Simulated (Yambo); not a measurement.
Yambo run on LiC (space group Immm, No. 71). The wavefunctions are norm-conserving PBEsol (Quantum ESPRESSO, 82 Ry, no spin-orbit coupling) ones on a 6×6×6 mesh (7 occupied bands); a = b = c = 4.000 Å, α = 126.93°, β = 106.14°, γ = 96.95°.

Yambo input:

```
rim_cut
gw0
dyson
el_el_corr
HF_and_locXC
cohsex
em1s
RandQpts= 1000000
RandGvec= 1 Ry
EXXRLvcs= 82 Ry
VXCRLvcs= 328 Ry
Chimod= "HARTREE"
% BndsRnXs
 3 | 82 |
%
NGsBlkXs= 8 Ry
% LongDrXs
 1.0 | 1.0 | 1.0 |
%
ExtendOut
% QPkrange
 1 | 1 | 7 | 8 |
 22 | 22 | 7 | 7 |
%
```

k points by index: 1 = Γ, 22 = (0.167, 0.167, 0.333).

Resulting energies as the program prints them:

```
#    K-point    Band    Eo [eV]    E [eV]    E-Eo [eV]    Vxc [eV]    Vnlxc [eV]    Sc|Eo [eV]    Re(Z)    Im(Z)
#
    1    7    -0.235555    -4.034905    -3.799350    -13.97644    -16.96448    -0.811310    1.000000    0.000000
    1    8    3.186627    2.961622    -0.225004    -10.73691    -6.413579    -4.548335    1.000000    0.000000
    22    7    0.000000    -3.627879    -3.627879    -14.18502    -18.50157    0.688667    1.000000    0.000000
```
(The two width columns are left out.) Convergence of these settings isn't established.

Geometry relaxed with PBEsol.
